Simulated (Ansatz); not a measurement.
A geometry of Ta away from equilibrium: step 4 of the relaxation of a relaxed Ta cell, doubled along one cell vector, shaken by Gaussian noise of σ = 0.08 Å a coordinate. These are PBE (plane waves to 420 eV, PAW, scalar-relativistic; Ansatz, a first-principles code) values and carry that method's errors. Γ-centred k-mesh 7×4×12 on the run's cell (coarser than for final values), Fermi–Dirac smearing 0.05 eV. The plane waves were selected for a different cell earlier on the path.

```
Ta
1.0
    5.40690    -0.01087    -0.01387
   -5.42573     9.35226    -0.02302
   -0.00685    -0.01052     2.72161
Ta
6
Direct
  0.46966   0.99610   0.66039
  0.49915   0.50406   0.63311
  0.49157   0.25265   0.37487
  0.50194   0.75746   0.46421
  0.99078   0.24848   0.62379
  0.99961   0.74881   0.29828
```

Question: What forces act on the atoms (eV/Å)?

Answer: 
```json
[
 {"atom": "Ta1", "Fx": "-0.22", "Fy": "0.33", "Fz": "1.04"},
 {"atom": "Ta2", "Fx": "-0.09", "Fy": "0.16", "Fz": "0.79"},
 {"atom": "Ta3", "Fx": "0.15", "Fy": "0.03", "Fz": "-1.23"},
 {"atom": "Ta4", "Fx": "0.57", "Fy": "0.04", "Fz": "0.01"},
 {"atom": "Ta5", "Fx": "-0.01", "Fy": "-0.18", "Fz": "0.49"},
 {"atom": "Ta6", "Fx": "-0.39", "Fy": "-0.38", "Fz": "-1.09"}
]
```

The path ends in Pnnm (No. 58). No spin polarisation in the result.

The end of the path is a generated cell of Ta: the first start was made by placing the elements on the sites of a structure type, and the end was not matched to a known phase here, so it may be hypothetical. Known forms of Ta include space group No. 229.
